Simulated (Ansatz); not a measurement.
## HfOs (Pm-3m), two-dimensional strain map

These are results of DFT r2SCAN, scalar-relativistic, plane waves, PAW (Ansatz 0.2.0), not measurements. The runs took a 500 eV cutoff, a Γ-centred 14×14×14 mesh and Gaussian smearing (0.15 eV). Spin–orbit coupling is left out, which can shift energies with elements as heavy as these. No spin polarisation. Energies are free energies at this smearing, counted from the undisturbed cell; pressure is positive in compression.

The starting cell (as given, not relaxed at this level; it stands at 1.2 GPa, and it needn't be the usual structure):

```
Hf Os
1.0
     3.23900    0.00000    0.00000
     0.00000    3.23900    0.00000
     0.00000    0.00000    3.23900
Hf Os
1 1
Direct
  0.00000 0.00000 0.00000
  0.50000 0.50000 0.50000
```

The cell is strained by p along both x and y and by q along z, fractional coordinates fixed. Points are written (p, q).

Energy above the undisturbed cell in meV/atom (a dash: not computed):

```csv
p \ q,-0.030,-0.015,0.000,0.015,0.030
-0.030,124.4,?,67.4,56.8,56.6
-0.015,59.1,–,18.2,–,?
0.000,26.8,7.4,0.0,3.4,?
0.015,24.1,–,9.9,–,38.0
0.030,48.0,–,?,–,83.0
```

Task: Fill in the withheld energies.

Result: (-0.030, -0.015): 89.6; (-0.015, 0.030): 22.2; (0.000, 0.030): 16.8; (0.030, 0.000): 45.0.